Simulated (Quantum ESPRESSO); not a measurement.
## RuAl6Zr (input and log of a self-consistent run)

Simulated, not a measurement. The program is pw.x of Quantum ESPRESSO 7.5 (plane-wave density functional theory). The cell is made up: eight metal atoms on a hexagonal close-packed lattice, with elements, volume, strain and displacements drawn at random and not relaxed, so it may be unstable or far from any real phase. PseudoDojo standard norm-conserving files set the functional (PBE unless stated); there is no spin polarisation or spin-orbit coupling, the Fermi-Dirac width of 0.25 eV means electrons at about 2900 K, and the masses in the input are unused placeholders. A spin test at this wide smearing found no moment, but such smearing suppresses magnetism that the real alloy may have.

Input:

```
&control calculation='scf', pseudo_dir='./dojo.nc.sr.pbe.v0_5.standard.upf', outdir='./o', disk_io='minimal', tprnfor=.true., tstress=.true. /
&system ibrav=0, nat=8, ntyp=3, nbnd=33, ecutwfc=84.00895049, nosym=.true., tot_charge=0,
 occupations='smearing', smearing='fd', degauss=0.0183746611
/
&electrons conv_thr=1.470e-08, electron_maxstep=70, mixing_beta=0.5 /
ATOMIC_SPECIES
Al 1.0 Al.upf
Ru 1.0 Ru.upf
Zr 1.0 Zr.upf
CELL_PARAMETERS angstrom
-0.0018 -0.008 -4.7983
0.0195 5.0702 0.0085
5.8254 0.0225 0.0023
ATOMIC_POSITIONS angstrom
Ru -0.0741 0.0064 0.0259
Al 2.8483 -0.0061 -0.0501
Zr 1.4236 2.5115 0.0239
Al 4.349 2.5702 -0.1307
Al -0.0331 1.7498 -2.4305
Al 2.9175 1.7526 -2.3816
Al 1.5989 4.1707 -2.3689
Al 4.3937 4.31 -2.4189
K_POINTS automatic
6 6 5 1 1 1
```

The log is shortened where brackets say so; the opening notice, blank lines, dates and the lines on written files are dropped, and the path of the files is cut. It prints rydbergs, bohrs and kilobars, and counts compression as positive stress. Its total energy is the free energy E - TS of the whole cell.

```
     Program PWSCF v.7.5
     Parallel version (MPI & OpenMP), running on       4 processor cores
     Number of MPI processes:                 4
     Threads/MPI process:                     1
     [start-up lines left out]
     bravais-lattice index     =            0
     lattice parameter (alat)  =       9.0675  a.u.
     unit-cell volume          =     956.3726 (a.u.)^3
     number of atoms/cell      =            8
     number of atomic types    =            3
     number of electrons       =        46.00
     number of Kohn-Sham states=           33
     kinetic-energy cutoff     =      84.0090  Ry
     charge density cutoff     =     336.0358  Ry
     scf convergence threshold =      1.5E-08
     mixing beta               =       0.5000
     number of iterations used =            8  plain     mixing
     Exchange-correlation= PBE
                           (   1   4   3   4   0   0   0)
     [axes and pseudopotential details left out]
   Cartesian axes
     site n.     atom                  positions (alat units)
         1        Ru     tau(   1) = (  -0.0154429   0.0013338   0.0053977  )
         2        Al     tau(   2) = (   0.5936052  -0.0012713  -0.0104412  )
         3        Zr     tau(   3) = (   0.2966880   0.5234138   0.0049809  )
         4        Al     tau(   4) = (   0.9063613   0.5356473  -0.0272388  )
         5        Al     tau(   5) = (  -0.0068983   0.3646703  -0.5065328  )
         6        Al     tau(   6) = (   0.6080270   0.3652538  -0.4963417  )
         7        Al     tau(   7) = (   0.3332217   0.8692024  -0.4936950  )
         8        Al     tau(   8) = (   0.9156771   0.8982335  -0.5041153  )
     number of k points=    90  Fermi-Dirac smearing, width (Ry)=  0.0184
                       cart. coord. in units 2pi/alat
        k(    1) = (   0.0820978   0.0786888  -0.0834954), wk =   0.0222222
        k(    2) = (   0.2468376   0.0780553  -0.0835562), wk =   0.0222222
     [further k points left out]
     Dense  grid:    99449 G-vectors     FFT dimensions: (  54,  60,  72)
     Estimated max dynamical RAM per process >     270.79 MB
     Estimated total dynamical RAM >    1010.31 MB
     Initial potential from superposition of free atoms
     starting charge      45.9822, renormalised to      46.0000
     Starting wfcs are   44 randomized atomic wfcs
     total cpu time spent up to now is        5.5 secs
     per-process dynamical memory:   229.1 Mb
     Self-consistent Calculation
     iteration #  1     ecut=    84.01 Ry     beta= 0.50
     Davidson diagonalization with overlap
     ethr =  1.00E-02,  avg # of iterations =  3.3
     total cpu time spent up to now is       16.8 secs
     total energy              =    -330.73958497 Ry
     estimated scf accuracy    <       1.06523131 Ry
     iteration #  2     ecut=    84.01 Ry     beta= 0.50
     Davidson diagonalization with overlap
     ethr =  2.32E-03,  avg # of iterations =  2.9
     total cpu time spent up to now is       27.8 secs
     total energy              =    -330.87202102 Ry
     estimated scf accuracy    <       7.29762807 Ry
     iteration #  3     ecut=    84.01 Ry     beta= 0.50
     Davidson diagonalization with overlap
     ethr =  2.32E-03,  avg # of iterations =  2.0
     total cpu time spent up to now is       37.1 secs
     total energy              =    -331.33042014 Ry
     estimated scf accuracy    <       0.29106882 Ry
     iteration #  4     ecut=    84.01 Ry     beta= 0.50
     Davidson diagonalization with overlap
     ethr =  6.33E-04,  avg # of iterations =  2.2
     total cpu time spent up to now is       46.1 secs
     total energy              =    -331.34404413 Ry
     estimated scf accuracy    <       0.02418109 Ry
     iteration #  5     ecut=    84.01 Ry     beta= 0.50
     Davidson diagonalization with overlap
     ethr =  5.26E-05,  avg # of iterations =  6.5
     total cpu time spent up to now is       61.2 secs
     total energy              =    -331.34564698 Ry
     estimated scf accuracy    <       0.25321975 Ry
     [iterations 6 to 7 left out]
     iteration #  8     ecut=    84.01 Ry     beta= 0.50
     Davidson diagonalization with overlap
     ethr =  4.05E-06,  avg # of iterations =  6.3
     total cpu time spent up to now is       90.8 secs
     total energy              =    -331.35689212 Ry
     estimated scf accuracy    <       0.00031415 Ry
     iteration #  9     ecut=    84.01 Ry     beta= 0.50
     Davidson diagonalization with overlap
     ethr =  6.83E-07,  avg # of iterations =  2.3
     total cpu time spent up to now is       99.7 secs
     total energy              =    -331.35688839 Ry
     estimated scf accuracy    <       0.00012687 Ry
     iteration # 10     ecut=    84.01 Ry     beta= 0.50
     Davidson diagonalization with overlap
     ethr =  2.76E-07,  avg # of iterations =  1.7
     total cpu time spent up to now is      108.4 secs
     total energy              =    -331.35690166 Ry
     estimated scf accuracy    <       0.00000053 Ry
     iteration # 11     ecut=    84.01 Ry     beta= 0.50
     Davidson diagonalization with overlap
     ethr =  1.14E-09,  avg # of iterations =  6.5
     total cpu time spent up to now is      122.3 secs
     total energy              =    -331.35690265 Ry
     estimated scf accuracy    <       0.00000104 Ry
     iteration # 12     ecut=    84.01 Ry     beta= 0.50
     Davidson diagonalization with overlap
     ethr =  1.14E-09,  avg # of iterations =  1.9
     total cpu time spent up to now is      130.8 secs
     End of self-consistent calculation
     [lines on levels left out]
!    total energy              =    -331.35690273 Ry
     estimated scf accuracy    <          8.6E-09 Ry
     smearing contrib. (-TS)   =      -0.06537784 Ry
     internal energy E=F+TS    =    -331.29152489 Ry
     The total energy is F=E-TS. E is the sum of the following terms:
     one-electron contribution =    -162.58606950 Ry
     hartree contribution      =      98.79547066 Ry
     xc contribution           =     -66.98709117 Ry
     ewald contribution        =    -200.51383489 Ry
     convergence has been achieved in  12 iterations
     Forces acting on atoms (cartesian axes, Ry/au):
     atom    1 type  2   force =     0.00411337   -0.00646494    0.00180767
     atom    2 type  1   force =     0.02006353    0.00730031    0.00736632
     atom    3 type  3   force =    -0.02231272    0.00160443   -0.00248955
     atom    4 type  1   force =     0.00388154   -0.00336295    0.01271580
     atom    5 type  1   force =    -0.01392283   -0.03616395    0.00279329
     atom    6 type  1   force =     0.01130355   -0.00347402   -0.00887648
     atom    7 type  1   force =    -0.03291308    0.03328801   -0.00741191
     atom    8 type  1   force =     0.02978663    0.00727310   -0.00590514
     Total force =     0.078843     Total SCF correction =     0.000242
     Computing stress (Cartesian axis) and pressure
          total   stress  (Ry/bohr**3)                   (kbar)     P=      -68.14
  -0.00042985  -0.00001459  -0.00001312          -63.23       -2.15       -1.93
  -0.00001459  -0.00048057  -0.00002207           -2.15      -70.69       -3.25
  -0.00001312  -0.00002207  -0.00047919           -1.93       -3.25      -70.49
     init_run     :      5.12s CPU      5.35s WALL (       1 calls)
     electrons    :    124.82s CPU    125.28s WALL (       1 calls)
     forces       :      1.93s CPU      1.95s WALL (       1 calls)
     stress       :      6.48s CPU      6.48s WALL (       1 calls)
     [timing details left out]
     PWSCF        :   2m18.55s CPU   2m19.28s WALL
     JOB DONE.
```

In other units: free energy -4508.340 eV for the cell, pressure -6.81 GPa, largest force component 0.930 eV/Å in size. The run took 141 s of wall time with four MPI processes on a shared machine (Intel Xeon, 2023 or later, virtual cores), so the time is rough. A rerun of this cell at a higher cutoff and on a denser mesh moved values by no more than 0.009 eV in energy, 0.10 GPa in stress and 0.009 eV/Å in force, and a second program with other atomic files agreed on that cell to 2 % rms in force and 0.5 GPa in pressure.